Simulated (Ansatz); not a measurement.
TiSi in space group Cmmm (No. 65; Ti on 2b, Si on 2d), the program Ansatz at the r²SCAN level (PAW), all energies at zero smearing, with the estimated change up to a 700 eV cutoff added, with one set of potentials and settings (totals compare only within such a set). Cell of 2 atoms (1 Ti, 1 Si): -3144.514 eV.

| element | reference phase | E (eV/atom) |
|---|---|---|
| Ti | P6/mmm, 3 atoms in the cell | -2504.3941 |
| Si | Fd-3m, 2 atoms in the cell | -639.0665 |

Formation energy per atom, worked out: (-3144.514 − 1×(-2504.3941) − 1×(-639.0665))/2 = -0.527 eV/atom (-51 kJ per mol of atoms), at 0 K, without zero-point energy or fitted corrections.

The workflow started from a Materials Project entry (that database holds measured and hypothetical structures alike); the Crystallography Open Database copy checked does not list it. COD files the formula under space group No. 25, so this cell is another polymorph or a model. Its standing as an ambient phase is unchecked. Symmetry was held in the r²SCAN relaxation; of distortions, only those at the zone centre were tested. No spin polarisation was allowed. The references are the lowest solids computed at this level, not always the standard phases.

Potentials: the earlier of the program's two PAW sets.
